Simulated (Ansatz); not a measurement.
**Field gradients at the nuclei in MgVFeP4O14**

The cell is a computed structure from the Materials Project (it need not be an observed phase), atoms as given.

```
Mg V Fe P O
1.0
     4.99945    0.00000    0.00000
    -1.99626    6.59028    0.00000
    -0.36800   -0.57869    8.18317
Mg V Fe P O
1 1 1 4 14
Direct
  0.69533 0.19676 0.87244
  0.50205 0.27471 0.49052
  0.45846 0.69385 0.03615
  0.86812 0.46837 0.18231
  0.15585 0.94533 0.78574
  0.88968 0.06577 0.27487
  0.12359 0.52027 0.68303
  0.20063 0.11869 0.32131
  0.34809 0.11899 0.69826
  0.69068 0.48725 0.02623
  0.73208 0.48002 0.34079
  0.82023 0.37796 0.67668
  0.71447 0.08587 0.41763
  0.86036 0.23023 0.13790
  0.09523 0.74477 0.66423
  0.34590 0.92568 0.93706
  0.17349 0.59895 0.18688
  0.25138 0.51307 0.85449
  0.29732 0.47821 0.54700
  0.77161 0.86506 0.17244
  0.88066 0.97703 0.82729
```

Atom numbers follow the list; atoms alike are taken as one site, whose name carries the number of the first.

Level of theory: DFT, PBE+U (U = 4.0 eV on Fe d, U = 3.1 eV on V d), plane waves and PAW, scalar-relativistic, collinear spin, 420 eV cutoff, Γ-centred 4×3×3 k-points, Fermi–Dirac smearing 0.02 eV (Ansatz 0.2.0). Start moments as typed (μB): -1 on each V, 4 on each Fe, none on the rest.

Conventions: |V_zz| ≥ |V_yy| ≥ |V_xx|, η = (V_xx − V_yy)/V_zz, C_Q = eQV_zz/h.

²⁵Mg: I = 5/2, Q = 199.4 mb; V-51: I = 7/2, Q = -52.00 mb; ¹⁷O: I = 5/2, Q = -25.58 mb. Quadrupole moments are those of Pyykkö's year-2017 table.

(1) Which values are expected at the nuclei?

Answers

(1) 

```
site  atoms (order as listed)                                                     first shell  V_zz (10²¹ V/m²)     η  C_Q (MHz)
  Mg                        1                                              6 O at 2.02–2.31 Å             -1.09  0.72      -5.25
   V                        2                                              6 O at 1.99–2.12 Å             -7.56  0.75       9.50
  Fe                        3                                              5 O at 1.92–2.08 Å             -6.44  0.23          –
  P4                        4                                              4 O at 1.50–1.65 Å              6.20  0.46          –
  P5                        5                                              4 O at 1.50–1.60 Å              4.71  0.78          –
  P6                        6                                              4 O at 1.52–1.67 Å              6.59  0.14          –
  P7                        7                                              4 O at 1.51–1.61 Å              4.93  0.43          –
  O8                        8                        1 P at 1.52 Å, 1 V at 2.02 Å, angle 143°             10.15  0.14      -6.28
  O9                        9                    1 P at 1.54 Å, 1 V at 2.12 Å, 1 Mg at 2.12 Å              9.49  0.45      -5.87
 O10                       10                   1 P at 1.56 Å, 1 Fe at 2.08 Å, 1 Mg at 2.31 Å              8.13  0.86      -5.03
 O11                       11                        1 P at 1.50 Å, 1 V at 2.05 Å, angle 136°              9.74  0.24      -6.03
 O12                       12                    1 P at 1.55 Å, 1 V at 2.09 Å, 1 Mg at 2.09 Å              9.07  0.57      -5.61
 O13                       13                        1 P at 1.52 Å, 1 V at 1.99 Å, angle 136°              9.65  0.36      -5.97
 O14                       14                              2 P at 1.65–1.67 Å, 1 Mg at 2.27 Å             11.30  0.92      -6.99
 O15                       15                                  2 P at 1.60–1.61 Å, angle 134°             13.89  0.42      -8.59
 O16                       16                   1 P at 1.57 Å, 1 Fe at 2.04 Å, 1 Mg at 2.26 Å              9.57  0.56      -5.92
 O17                       17                       1 P at 1.53 Å, 1 Fe at 1.92 Å, angle 138°             10.24  0.09      -6.34
 O18                       18  1 P at 1.53 Å, 1 Fe at 1.94 Å, angle 140°; also 1 Mg at 3.01 Å              9.37  0.39      -5.79
 O19                       19                        1 P at 1.51 Å, 1 V at 2.01 Å, angle 137°              9.55  0.05      -5.91
 O20                       20                       1 P at 1.52 Å, 1 Fe at 1.93 Å, angle 146°             10.52  0.16      -6.51
 O21                       21  1 P at 1.50 Å, 1 Mg at 2.02 Å, angle 142°; also 1 Fe at 3.08 Å              9.10  0.20      -5.63
```

At O8, O11, O15, O17, O19 and O20 V_zz runs parallel to the line that joins its two neighbours (within 11°) in each case. At O9, O12 and O16 V_zz points along its shortest bond, to P (within 8°) in each case. At O13, O18 and O21 V_zz points along the shorter of its two bonds, to P (within 10°) in each case.

Fe, P have no stable isotope with a ground-state quadrupole moment in the table, so no C_Q is given.

With these PAW files V_zz is typically within 2 to 3 % of all-electron values, but misses above 10 % occur on Fe. The magnetic order is the one that the run reached from its start moments, not necessarily the measured one.

The run took 13 min of wall time (25 min of CPU time) and 2.5 GiB at its peak, on 2 threads of Arm Neoverse N1 (aarch64; 40 cores open to the job, memory cap 5.0 GiB, no GPU), a shared host with a load of 0.8 a core.
